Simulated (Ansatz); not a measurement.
Start of a relaxation of Ir:

```
Ir
1.0
     0.00000    2.81619    2.81619
     2.81619    0.00000    2.81619
     2.81619    2.81619    0.00000
Ir
3
Direct
  0.25000 0.25000 0.25000
  0.50000 0.50000 0.50000
  0.75000 0.75000 0.75000
```

All numbers below come from Ansatz, DFT PBE, scalar-relativistic, plane waves, PAW. Cutoff 420 eV, Gaussian smearing, Γ-centred meshes. Cell and atoms relax first on a coarse mesh and then on a finer one. In between, the cell is made exact in the group found at 0.06 Å. In metals the finer mesh still leaves noise of several meV/atom or more. The steps can't lower the symmetry of their start. No spin polarisation in the relaxation; trial moments died out in a coarse test.

A guess keeps its type if space group and coordination stay and the shape of the cell changes little (axis ratios within about 15 %, angles within 6°); the volume may change.

Q: Does it keep its structure type, or change into something else?

A: It keeps its type: symmetry leaves only the cell edge free. The symmetry stays Fm-3m (No. 225). The volume per atom grows by 16.4 %, from 14.9 to 17.3 Å³. The shortest distance goes from 2.44 Å (Ir–Ir) to 2.57 Å (Ir–Ir). Counting neighbours within 15 % of an atom's shortest distance, the start has Ir 4/8 and the end Ir 4/8.

Energies count from the standard state of Ir at the same level.

Q: At what energy does it end?

A: +0.69 eV/atom. It lies above the standard state, so it could only be metastable.

The last run used a 14×14×14 mesh for its 3-atom cell and Gaussian smearing of 0.10 eV. These runs have no spin–orbit coupling, which can matter for Ir. Symmetry constrained the relaxation, so the result can be a saddle point.

In counts of neighbours, a slash parts the counts of unlike sites.
